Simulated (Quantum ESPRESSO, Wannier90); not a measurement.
## Wannier functions of Ni$_{2}$Ge (P6₃/mmc)

```
begin unit_cell_cart
ang
    3.9798101896    0.0000000000    0.0000000000
   -1.9899050948    3.4466167264    0.0000000000
    0.0000000000    0.0000000000    5.0238800000
end unit_cell_cart
begin atoms_frac
Ni  -0.3333333333  0.3333333333  0.2500000000
Ni   0.3333333333 -0.3333333333 -0.2500000000
Ni   0.0000000000  0.0000000000  0.0000000000
Ni   0.0000000000  0.0000000000  0.5000000000
Ge  -0.3333333333  0.3333333333 -0.2500000000
Ge   0.3333333333 -0.3333333333  0.2500000000
end atoms_frac
```

Materials Project entry mp-1594; symmetrised, unrelaxed at this level. Not found in the COD (Crystallography Open Database) copy used; not checked further. Computed values, not measurements, from PBEsol: Quantum ESPRESSO (norm-conserving PseudoDojo potentials, cutoff 79 Ry, no spin polarisation, no spin-orbit coupling) on a Γ-centred 4×4×4 mesh, then Wannier90. Density: 12×12×6 mesh, cold smearing 0.01 Ry. A non-magnetic state is assumed; magnetic ones were not tried. Spin-orbit coupling, left out, would split the p-like bands by a few tenths of an eV.

A tight-binding model is made by disentanglement and projection with no localisation steps (num_iter = 0), so the 44 orbitals stay atom-like: hydrogen-like Ni: s;p;d; Ge: s;p, axes along x, y, z; frozen window up to 1.50 eV relative to the Fermi level. It follows pw.x to 18 meV rms for states up to 1.0 eV relative to the Fermi level. Matrix elements depend on this choice of orbitals and windows.

The 20 largest hoppings ⟨m,0|H|n,R⟩ between different sites (one of each Hermitian pair; signs follow the real orbitals' lobes; the list may end inside a set of equal values):

```tsv
m	n	R	distance of the centres (Å)	t (eV)
Ni2 py	Ge5 py	1 0 0	2.42	3.961
Ge6 py	Ni1 py	1 0 0	2.42	3.961
Ge5 pz	Ni1 pz	0 0 0	2.51	3.610
Ge6 pz	Ni2 pz	0 0 0	2.51	3.610
Ni1 pz	Ge5 pz	0 0 1	2.51	3.610
Ge6 pz	Ni2 pz	0 0 1	2.51	3.610
Ni4 pz	Ni3 pz	0 0 1	2.51	3.417
Ni4 pz	Ni3 pz	0 0 0	2.51	3.417
Ge6 s	Ni1 py	1 0 0	2.27	3.222
Ni2 py	Ge5 s	1 0 0	2.27	-3.222
Ni2 px	Ge5 px	1 -1 0	2.36	2.809
Ge6 px	Ni1 px	1 -1 0	2.36	2.809
Ge5 px	Ni2 px	0 1 0	2.36	2.809
Ni1 px	Ge6 px	0 1 0	2.36	2.809
Ge5 s	Ni2 px	0 1 0	2.28	2.790
Ni1 px	Ge6 s	0 1 0	2.28	-2.790
Ge6 s	Ni1 px	1 -1 0	2.28	2.790
Ni2 px	Ge5 s	1 -1 0	2.28	-2.790
Ni2 s	Ge5 py	1 0 0	2.45	2.724
Ge6 py	Ni1 s	1 0 0	2.45	-2.724
```
